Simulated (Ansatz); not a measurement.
Relaxed Al (fcc, Cu type):

```
CELL_PARAMETERS angstrom
      3.99072     0.00000     0.00000
      0.00000     3.99072     0.00000
      0.00000     0.00000     3.99072
ATOMIC_POSITIONS crystal
  Al 0.00000 0.00000 0.00000
  Al 0.50000 0.50000 0.00000
  Al 0.50000 0.00000 0.50000
  Al 0.00000 0.50000 0.50000
```

In this cell atom 1 (Al, nearest neighbour Al at 2.822 Å; its periodic images, 4.0 Å or more away, move with it) is moved by s along Cartesian [111], unit vector (0.577, 0.577, 0.577); all other atoms and the cell stay fixed.

All values below come from r2SCAN (plane waves to 500 eV, PAW, scalar-relativistic; Ansatz, a quantum-chemistry and plane-wave program). k mesh 9×9×9 (Γ-centred), Fermi-Dirac smearing 0.05 eV. E stands for the smeared free energy. With partly filled bands, energies and forces of such displacements shift with the k mesh and the smearing. On this mesh the relaxed cell isn't quite at rest: it carries a pressure of 0.3 GPa (compression positive) at the zero of the scan. Al was relaxed with its symmetry unable to fall. The PAW data are Ansatz's earlier set. The zero of ΔE is the undisplaced structure. The last digit holds for this mesh only.

```tsv
s (Å)	ΔE (meV/cell)
-0.560	1052.2
-0.448	632.2
-0.336	336.3
-0.224	143.1
-0.112	34.8
0.000	0.0
0.112	34.8
0.224	143.1
0.336	336.3
0.448	632.2
0.560	1052.2
```

**Question.** What force constant k = d²E/ds² at s = 0 does the table give?

**Answer.** 5.5 eV/Å². It is the second difference of the nearest points, corrected with the next pair.

**Question.** With k = 5.50 eV/Å² from the forces, is the well harmonic out to s = 0.560 Å?

**Answer.** ½ks² = 862 meV/cell against the computed 1052 meV/cell, so the well is stiffer than harmonic there.

(For displaced atoms, the force is minus the slope of the energy, and its curvature is a force constant, which sets phonon frequencies.)
